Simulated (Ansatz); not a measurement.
PNO:
```xyz
6
Lattice="-2.2231 2.3865 3.5123 2.2231 -2.3865 3.5123 2.2231 2.3865 -3.5123" Properties=species:S:1:pos:R:3 pbc="T T T"
P      0.0000     1.1933     2.5355
P      0.0000     3.5798     0.9768
N      0.6424     2.3865     1.7561
N      1.5807     2.3865    -1.7561
O     -1.1115     1.7914     3.5123
O      1.1115     0.5951     3.5123
```

Relaxed with r²SCAN.

Map the electron localisation function on the plane through (0.611, 0.361, 0.250) spanned by u = [1, -1, 0] and v = [1, 0, -1] in lattice vectors, from r²SCAN in the plane-wave PAW code Ansatz.

x is the fraction of u, y of v (the angle between them is 69°; rows are the nearest grid lines); atoms in the plane: P at (0.00, 0.00), N at (0.25, 0.39), O at (0.12, 0.14).
```
|   :=---::.            .::---=:   |
|  :+*+-.                   ..:-:  |
|-=*%%#*=:.                  ..:---|
|+#%%%%#*+-:.                  .:-+|
|-+##%##**=-:::..                .-|
|.=*####*+=--=**+-.               .|
| :=*##**=-:-+#%%*=.               |
|   .---::.:-*%@@@%*-.             |
|          .:=#%@@%#+-.            |
|             :-+**+=:.  ....      |
|  .:--:.      .:---:.  .:-=-:.    |
| .-+#%%%#+:           .=*%%%#*=.  |
|..-*%@@@@@%*-.       .=#%@@@@@#+:.|
|--+#%%#==*%@%*-.     .+%@@@@@@@%*-|
|+=+#@@#: .*@@%*:     .=#@@@@@@@%#+|
|+--*@@@%+=#@@@%*-     .-*%%@%%##*+|
|:-::-*%@@@@@@@%*-.        :---::::|
|+#%%#=::=+*##*+-.              .:+|
|#%@@%#=:..:===-.     .--:.     :=#|
|%%#**%%#=.          :+####+-. .-*%|
|%@%=:+%@@#=.        -*%%%%#*+-:-*%|
|*@@@%%@@@%#-        .=*#%##***=.:*|
|.*@@%%@@@%*-         :=*******-  .|
|   :=---::.            .::---=:   |
```
Scale: ten equal steps from 0.000 (start of ' ') to 0.885 (end of '@'), in the order ' .:-=+*#%@'; x runs from 0.000 to 1.00, y from 0.000 (bottom) to 1.00 (top).

The density is the valence pseudo-density with augmentation charge, so density and ELF within about 1 Å of a nucleus are not all-electron values.

Space group I2_12_12_1. The first step of the workflow began from a Materials Project structure, measured or hypothetical; the Crystallography Open Database copy checked does not list it. Its standing as an ambient phase is unchecked. Symmetry was held in the r²SCAN relaxation; its stability against distortions is not shown here.

Potentials: the later of the program's two PAW sets.
